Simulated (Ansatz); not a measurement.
Sr2ZrTiO6:
```cif
data_O6Sr2TiZr
_chemical_formula_sum 'Sr2 O6 Ti1 Zr1'
_space_group_name_H-M_alt 'P 1'
_space_group_IT_number 1
_cell_length_a 4.03105
_cell_length_b 4.03105
_cell_length_c 7.99493
_cell_angle_alpha 90.000
_cell_angle_beta 90.000
_cell_angle_gamma 90.000
loop_
_space_group_symop_operation_xyz
  'x, y, z'
loop_
_atom_site_label
_atom_site_type_symbol
_atom_site_fract_x
_atom_site_fract_y
_atom_site_fract_z
_atom_site_occupancy
Sr1 Sr 0.00000 0.00000 0.76418 1
O1 O 0.50000 0.50000 0.76172 1
Ti1 Ti 0.50000 0.50000 0.00000 1
O2 O 0.50000 0.00000 0.00000 1
O3 O 0.00000 0.50000 0.00000 1
Sr2 Sr 0.00000 0.00000 0.23582 1
O4 O 0.50000 0.50000 0.23828 1
Zr1 Zr 0.50000 0.50000 0.50000 1
O5 O 0.50000 0.00000 0.50000 1
O6 O 0.00000 0.50000 0.50000 1
```

This is the PBEsol-relaxed structure.

Task: All from PBEsol (plane waves, PAW; program Ansatz), unless another level is named. Give the Born charges (a third of the trace).

Result: Sr +2.55, O -3.06 to -3.01, Ti +6.73, Zr +6.40 e.

Task: What about the electronic dielectric constant ε∞ (DFPT)?

Result: 5.35 (xx = yy), 5.32 (zz).

Space group P4/mmm. The start of the workflow was typed in or built on a structure type; neither database checked (COD, Materials Project) lists it. Its standing as an ambient phase is unchecked. The cell was relaxed with PBEsol under the symmetry of its start. At this level the phase is dynamically unstable (imaginary phonons). The workflow began spin-polarised and lost its moments. Scalar-relativistic: spin–orbit coupling is off unless named, which matters more the heavier the elements.

Potentials: the earlier of the program's two PAW sets. The files were generated under PBE; for other functionals the program regenerates the frozen cores, and for LDA and PBEsol the local potential too.
